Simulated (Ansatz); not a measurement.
TaC:
```xyz
4
Lattice="3.1306 0.0000 0.0000 -1.5653 2.7112 0.0000 0.0000 0.0000 5.5619" Properties=species:S:1:pos:R:3 pbc="T T T"
Ta     0.0000     0.0000     0.0000
Ta     0.0000     0.0000     2.7810
C      0.0000     1.8075     1.3905
C      1.5653     0.9037     4.1715
```

Relaxed with PBE. Special points in fractions of this cell's reciprocal vectors: Γ (0.000, 0.000, 0.000); M (0.500, 0.000, 0.000); K (0.333, 0.333, 0.000); A (0.000, 0.000, 0.500); L (0.500, 0.000, 0.500); H (0.333, 0.333, 0.500).

Problem. List the band energies nearest the Fermi level at these points for the program Ansatz at the PBE level (PAW).

Solution. In eV from the Fermi level; about four levels below and three above (degenerate sets whole), none deeper than 8.9 eV; points with the same levels are listed once.

| k | below | above |
|---|---|---|
| Γ | -3.94 -3.94 -3.22 -0.18 | 0.18 0.18 0.21 0.21 |
| M | -3.09 -3.05 -2.21 -0.63 | 0.22 3.51 3.77 |
| K | -5.40 -5.40 -3.88 -3.88 -1.25 | 1.27 1.76 1.76 |
| A | -2.73 -2.73 -2.73 -2.73 | 1.31 1.31 1.31 1.31 |
| L | -2.84 -2.84 -0.61 -0.61 | 4.15 4.15 4.35 4.35 |
| H | -4.02 -4.02 -3.74 -3.74 | 0.38 0.38 2.70 2.70 |

Space group P6_3/mmc (NiAs type). A made-up cell: these elements were put on the sites of a structure type; neither database checked (COD, Materials Project) lists it. It is not the phase usual at ambient conditions (space group No. 225). The PBE relaxation kept the symmetry of its start; its stability against distortions is not shown here. The run is not spin-polarised. Scalar-relativistic: spin–orbit coupling is off unless named, which matters more the heavier the elements.

Potentials: the later of the program's two PAW sets.
